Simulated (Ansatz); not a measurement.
Given:

ZrMo:
```cif
data_Mo4Zr4
_chemical_formula_sum 'Mo4 Zr4'
_space_group_name_H-M_alt 'Fm-3m'
_space_group_IT_number 225
_space_group_name_Hall '-F 4 2 3'
_cell_length_a 5.42162
_cell_length_b 5.42162
_cell_length_c 5.42162
_cell_angle_alpha 90.000
_cell_angle_beta 90.000
_cell_angle_gamma 90.000
loop_
_atom_site_label
_atom_site_type_symbol
_atom_site_symmetry_multiplicity
_atom_site_Wyckoff_symbol
_atom_site_fract_x
_atom_site_fract_y
_atom_site_fract_z
_atom_site_occupancy
Mo1 Mo 4 a 0.00000 0.00000 0.00000 1
Zr1 Zr 4 b 0.50000 0.50000 0.50000 1
```
(The calculation used a cell of 2 atoms; values per cell refer to that cell.)

This is the PBEsol-relaxed structure.

Q: All from PBEsol (plane waves, PAW; program Ansatz), unless another level is named. Predict the highest zone-centre frequency.

A: 7.07 THz.

Q: Next, the bulk modulus (Birch–Murnaghan fit)?

A: 1260 kbar.

The start of the workflow was typed in or built on a structure type; neither database checked (COD, Materials Project) lists it. Whether it is the stable phase at ambient conditions was not checked. The PBEsol relaxation kept the symmetry of its start. At this level the phase is mechanically unstable. The run is not spin-polarised. Its formation energy is positive at this level, so the cell may be metastable or incomplete. As this level gives no gap, phonon frequencies hold no LO–TO term and depend on the k-mesh and smearing (Fermi–Dirac, 0.1 eV here).

Potentials: the earlier of the program's two PAW sets. The files were generated under PBE; for other functionals the program regenerates the frozen cores, and for LDA and PBEsol the local potential too.
